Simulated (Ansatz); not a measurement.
Al$_{2}$Au:
```yaml
crystal:
  lattice:
    - [0.00000, 3.00102, 3.00102]
    - [3.00102, 0.00000, 3.00102]
    - [3.00102, 3.00102, 0.00000]
  atoms:
    - { symbol: Al, position: [0.25000, 0.25000, 0.25000] }
    - { symbol: Al, position: [0.75000, 0.75000, 0.75000] }
    - { symbol: Au, position: [0.00000, 0.00000, 0.00000] }
```

Relaxed with PBEsol. Special points in fractions of this cell's reciprocal vectors: Γ (0.000, 0.000, 0.000); X (0.500, 0.000, 0.500); U (0.625, 0.250, 0.625); K (0.375, 0.375, 0.750); L (0.500, 0.500, 0.500); W (0.500, 0.250, 0.750).

### Question
List the band energies nearest the Fermi level at these points for plane-wave PAW PBEsol (Ansatz code).

### Answer
In eV from the Fermi level; about four levels below and three above (degenerate sets whole), none deeper than 8.9 eV; points with the same levels are listed once.

```tsv
k	below	above
Γ	-6.60 -6.60 -6.60 -5.64 -5.64	2.25 2.91 2.91 2.91
X	-5.33 -5.04 -2.12 -2.12	1.28 2.03 7.61
U	-5.54 -4.61 -3.40 -1.37	1.83 4.34 6.01
L	-6.36 -6.36 -5.52 -5.52 -5.46	0.35 0.35 3.24
W	-5.21 -4.03 -4.03 -2.20	4.13 4.13 5.18
```

Space group Fm-3m (fluorite or antifluorite type). The PBEsol relaxation kept the symmetry of its start; of distortions, only those at the zone centre were tested. Spin–orbit coupling is left out wherever it is not named.

Potentials: the earlier of the program's two PAW sets.
